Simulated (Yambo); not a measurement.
# SiO2: sweep of GW parameters

G0W0@PBEsol for SiO₂ (space group Ima2, No. 46) in Yambo. Reference settings: 2×2×2 Γ-centred k mesh, 304 bands and a 7 Ry block in the screening, 304 bands in G with the Bruneval-Gonze terminator, plasmon pole fitted at 27.2 eV. The PBEsol gap (0, -0.5, -0.5) → Γ on this mesh is 5.81 eV; G0W0 gaps are taken between the same points.

```tsv
change from the reference	G0W0 gap (0, -0.5, -0.5) → Γ (eV)	shift of the valence edge (eV)	rough Yambo cost
reference settings	8.81	-1.94	1
113 bands in W, 113 bands in G	8.89	-1.78	about 1/5
195 bands in W, 195 bands in G	8.82	-1.89	about 1/2
113 bands in G	8.81	-1.92	–
195 bands in G	8.81	-1.94	–
1 Ry block	9.91	-2.91	about 1/3
3 Ry block	8.78	-1.99	about 1/3
6 Ry block	8.77	-1.92	within a factor of two
pole fitted at 55 eV	8.85	-2.01	–
no random integration	8.67	-1.72	–
113 bands in G, no terminator	8.47	-1.33	–
no terminator	8.70	-1.74	–
```

The reference isn't shown to be the converged limit. Costs are rough (shared machines), scaled to the same edge states, and given only for runs that recompute the screening.

Geometry of the Materials Project entry, not relaxed at this level; primitive cell a = b = c = 7.0025 Å, α = 90.28°, β = 105.10°, γ = 137.28°.

This is not the ordinary phase of the substance; no match was found in the copy of COD used, and its stability was not checked.

A shift is the quasiparticle energy of the state minus its PBEsol energy.
